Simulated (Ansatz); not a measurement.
## Cu: stationary points along a deformation path

Level of theory: Ansatz, DFT PBEsol, scalar-relativistic, plane waves, PAW. Settings: plane waves to 420 eV, k-mesh 30×30×16 (Γ-centred), Gaussian smearing 0.15 eV. No spin polarisation. Energies are free energies at this smearing, counted from the undisturbed cell; pressure is positive in compression.

The starting cell (relaxed at this level; this form isn't the usual structure):

```
Cu
1.0
     2.52059    0.00000    0.00000
    -1.26030    2.18290    0.00000
     0.00000    0.00000    4.11652
Cu
2
Cartesian
  0.0000 1.4553 1.0291
  1.2603 0.7276 3.0874
```

At fixed volume and fractional coordinates, lengths along (0.000, 0.000, 1.000) are scaled against those across it; ρ is that ratio over its starting value. V = 11.325 Å³/atom. Δσ is the stress along the axis less the mean stress across it (compression positive).

```
    ρ  ΔE (meV/atom)  Δσ (GPa) space group
0.800          191.4     30.45     P6_3/mmc
0.850          111.0     25.43     P6_3/mmc
0.920           34.2     15.48     P6_3/mmc
0.960            9.6      8.81     P6_3/mmc
1.000            0.0      0.98     P6_3/mmc
1.050            9.0     -8.85     P6_3/mmc
1.100           38.9    -18.45     P6_3/mmc
1.200          152.8    -37.51     P6_3/mmc
1.300          329.3    -55.95     P6_3/mmc
```

Problem. How does the stress give the slope of the energy, and where is the energy stationary?

Solution. Along the path d ln(length) is 2/3 d ln ρ on the axis and −1/3 d ln ρ across it, so dE/d ln ρ = −(2/3) V Δσ: the energy falls with ρ where Δσ is positive. Δσ vanishes or changes sign between ρ = 1.000 and 1.050, a minimum (near 1.00 by linear interpolation). Pairs of stationary points between two samples would go unseen, and could change a minimum read from distant neighbours into a maximum.

Problem. Integrate that slope from ρ = 1 to 1.200 by the trapezoid rule.

Solution. With V/N in Å³ and 1 eV/Å³ = 160.2 GPa the slopes at ρ = 1.000, 1.050, 1.100, 1.200 are -46, 417, 870, 1768 meV/atom per unit of ln ρ. The steps add 9.1 + 29.9 + 114.7 = 153.7 meV/atom, against 152.8 from the energies; the trapezoid rule misses the curvature of the slope within each step.

In a metal these slopes depend on the k mesh and the smearing.

Cost: 9 runs of about 3.3 core-minutes in all, on Arm Neoverse V1 (shared hosts).